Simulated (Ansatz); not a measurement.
Relaxed candidate structures of ZnInGaO$_{4}$:

A. R3m, hexagonal axes (No. 160), hR7; a = 3.311 Å, b = 3.311 Å, c = 25.762 Å, α = 90.00°, β = 90.00°, γ = 120.00°; In 3a (0.000, 0.000, 0.997); Ga 3a (0.000, 0.000, 0.213); Zn 3a (0.000, 0.000, 0.781); O 3a (0.000, 0.000, 0.137); O 3a (0.000, 0.000, 0.879); O 3a (0.000, 0.000, 0.289); O 3a (0.000, 0.000, 0.705)

B. Pm (No. 6), mP7; a = 5.062 Å, b = 3.409 Å, c = 6.675 Å, α = γ = 90.00°, β = 95.87°; Ga 1b (0.537, 0.500, 0.129); In 1a (0.514, 0.000, 0.645); O 1a (0.619, 0.000, 0.024); O 2c (0.373, 0.288, 0.353); O 1a (0.128, 0.000, 0.735); Zn 1b (0.944, 0.500, 0.707)

C. C2/m (No. 12), mS14; a = 6.3774 Å, b = 5.5851 Å, c = 5.7508 Å, α = 90.00°, β = 116.32°, γ = 90.00°; Ga 2a (0.000, 0.000, 0.000); In 2b (0.000, 0.500, 0.000); O 8j (0.471, 0.263, 0.231); Zn 2d (0.000, 0.500, 0.500)

Question: Rank these by energy per atom (lowest first), as r2SCAN (plane waves to 500 eV, PAW, scalar-relativistic; Ansatz, a quantum-chemistry and plane-wave program) gives it.

Answer: A (reference, the lowest among the structures calculated here), C (+712 meV/atom), B (+1.206 eV/atom)

2 runs with a doubtful electronic state, a coarser numerical grid, an end not at rest or a source that can't be used are left out. Each run could gain symmetry but not lose that of its start, so entries can be saddle points. All of these are generated cells (placed on structure types, drawn at random, substituted or restacked) that were not matched to a known phase here. Static energies at zero pressure. Each cell has its own k-point mesh; energy differences are given only to the digits this allows. No spin polarisation in the result.
